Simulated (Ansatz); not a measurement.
C (diamond)

```yaml
crystal:
  lattice:
    - [0.00000, 1.78014, 1.78014]
    - [1.78014, 0.00000, 1.78014]
    - [1.78014, 1.78014, 0.00000]
  atoms:
    - { symbol: C, position: [0.00000, 0.00000, 0.00000] }
    - { symbol: C, position: [0.25000, 0.25000, 0.25000] }
```

Scan: atom 2 (C, nearest neighbour C at 1.542 Å; its periodic images, 2.5 Å or more away, move with it) is displaced along Cartesian z, direction (0.000, 0.000, 1.000) in Cartesian axes, by s. The other atoms stay.

Level of theory: r2SCAN (plane waves to 500 eV, PAW, scalar-relativistic; Ansatz, a program for electronic structure). k mesh 13×13×13 (Γ-centred), Fermi-Dirac smearing 0.05 eV. E stands for the smeared free energy. As the smearing reaches across the gap at some points, energies and forces of such displacements shift with the k mesh and the smearing. C was relaxed with its symmetry unable to fall. The zero of ΔE is the undisplaced structure. The last digit holds for this mesh only.

```json
[
 {"s (Å)": "-0.460", "ΔE (meV/cell)": "3096.4"},
 {"s (Å)": "-0.368", "ΔE (meV/cell)": "withheld"},
 {"s (Å)": "-0.276", "ΔE (meV/cell)": "1345.7"},
 {"s (Å)": "-0.184", "ΔE (meV/cell)": "630.8"},
 {"s (Å)": "-0.092", "ΔE (meV/cell)": "162.3"},
 {"s (Å)": "0.000", "ΔE (meV/cell)": "0.0"},
 {"s (Å)": "0.092", "ΔE (meV/cell)": "162.3"},
 {"s (Å)": "0.184", "ΔE (meV/cell)": "630.8"},
 {"s (Å)": "0.276", "ΔE (meV/cell)": "1345.7"},
 {"s (Å)": "0.368", "ΔE (meV/cell)": "withheld"},
 {"s (Å)": "0.460", "ΔE (meV/cell)": "3096.4"}
]
```

Task: Fit an even polynomial form (powers 2, 4, 6) to the given rows and predict ΔE at s = 0.368.

Result: Least squares on the 9 given rows: ΔE = (19400)·s² + (-22940)·s⁴ + (1898)·s⁶, in meV/cell with s in Å; root-mean-square residual 0.30 meV/cell. At 0.368 the fit gives 2211.2 meV/cell; the calculation gives 2214.0 meV/cell, so the interpolation is off by -2.8 (-0.1 %). The quadratic term alone would give 2627.2 meV/cell.

(A displaced cell: forces are minus the slopes of the energy, force constants its curvatures, and phonons follow from these.)
